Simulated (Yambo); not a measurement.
G0W0@LDA for CdS (zinc blende, space group F-43m, No. 216) in Yambo. Reference settings: 4×4×4 Γ-centred k mesh, bands 5 to 118 and a 10 Ry block in the screening, 118 bands in G with the Bruneval-Gonze terminator, plasmon pole fitted at 27.2 eV. The LDA gap Γ → Γ on this mesh is 0.94 eV; G0W0 gaps are taken between the same points.

With and without the terminator, as bands are cut:

```csv
bands in G (in W),"gap, terminator (eV)","gap, none (eV)","valence shift, terminator (eV)","valence shift, none (eV)"
42 (118),2.281,2.109,-0.884,-0.411
76 (118),2.268,2.172,-0.894,-0.676
118 (118),2.270,2.227,-0.900,-0.800
```

Over this range the gap spans 0.013 eV with the terminator and 0.118 eV without, the valence shift 0.016 eV and 0.389 eV. Neither column has reached its limit for certain.

Spin-orbit coupling is not included.

Geometry relaxed with LDA; primitive cell a = 4.072 Å, b = 4.072 Å, c = 4.072 Å, α = 60.00°, β = 60.00°, γ = 60.00°.

A shift is the quasiparticle energy of the state minus its LDA energy.
